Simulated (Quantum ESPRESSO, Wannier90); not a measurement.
## Wannierisation of Li2ZrTeO6 (R3)

```xyz
10
Lattice="-2.6229 4.5430 0.0000 -5.2458 0.0000 0.0000 -2.6229 1.5143 4.6849" Properties=species:S:1:pos:R:3 pbc="T T T"
Li     2.6229    -1.5143    -0.7991
Li    -2.6229     1.5143     1.6970
Zr     0.0000     0.0000     0.0121
Te     2.6229    -1.5143     2.2898
O      1.6601     0.1942    -1.3593
O     -0.6618    -1.5348    -1.3593
O     -0.9983     1.3406    -1.3593
O      0.6875     1.6413     1.0826
O      1.0777    -1.4161     1.0826
O     -1.7652    -0.2252     1.0826
```

Structure: Materials Project mp-6782, symmetrised, not relaxed again. COD (Crystallography Open Database) has an entry of this formula and space group (matched by these alone). Method: PBEsol plane waves in Quantum ESPRESSO 7.5 (PseudoDojo norm-conserving files, 68 Ry, no spin polarisation, no spin-orbit coupling), Bloch states on a 4×4×4 mesh through Γ, Wannier90 4.0.1. Density: 8×8×8 mesh, cold smearing 0.01 Ry. Spin-orbit coupling is left out although heavy elements are present.

Bands 12-35 form an isolated set from -18.82 to 0.00 eV relative to the valence-band maximum (on the path) and are turned into 24 Wannier functions by minimising the spread from the start: SCDM (isolated).

### Question
Where do the functions sit, how wide are they and what are they made of?

### Answer
| functions | spread (Å²) | nearest atom, distance (Å) | second atom, distance (Å) | weight on atomic waves |
|---|---|---|---|---|
| 3 | 0.82 | O 0.30 | Te 2.02 | O 2p 71 %, O 2s 19 %, Zr 4d 4 % |
| 3 | 0.76 | O 0.30 | Li 1.74 | O 2p 66 %, O 2s 25 % |
| 3 | 0.86 | O 0.30 | Zr 2.00 | O 2p 71 %, O 2s 17 %, Zr 4d 6 % |
| 3 | 0.75 | O 0.30 | Li 1.75 | O 2p 66 %, O 2s 26 % |
| 3 | 0.85 | O 0.44 | Zr 1.69 | O 2p 58 %, O 2s 25 %, Zr 4d 9 % |
| 3 | 0.83 | O 0.41 | Zr 1.82 | O 2p 60 %, O 2s 25 %, Zr 4d 8 % |
| 3 | 0.85 | O 0.55 | Te 1.38 | O 2p 55 %, O 2s 16 %, Te 5p 15 % |
| 3 | 0.84 | O 0.53 | Te 1.43 | O 2p 55 %, O 2s 17 %, Te 5p 14 % |

Ω_I = 16.99 Å², Ω_total = 19.66 Å²; the interpolated bands follow pw.x to 0.7 meV rms on the path. It is the lowest total spread that any start reached here.
